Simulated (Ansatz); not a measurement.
CdSe:
```
CELL_PARAMETERS angstrom
      0.00000     3.06665     3.06665
      3.06665     0.00000     3.06665
      3.06665     3.06665     0.00000
ATOMIC_POSITIONS crystal
  Se 0.75000 0.75000 0.75000
  Cd 0.00000 0.00000 0.00000
```

r²SCAN in the plane-wave PAW code Ansatz gives a gap of 1.04 eV without spin–orbit coupling, maximum at Γ, minimum at Γ.

What happens when spin–orbit coupling is switched on?

The gap drops by 0.12 eV, to 0.92 eV; maximum at Γ, minimum at Γ.

How large is the spin–orbit splitting of the valence top at Γ?

The fourfold level lies 0.35 eV above the split-off pair.

Give the electron effective mass with spin–orbit coupling.

0.091 mₑ (isotropic).

Space group F-43m (zinc blende). The r²SCAN relaxation kept the symmetry of its start.

Potentials: the later of the program's two PAW sets.
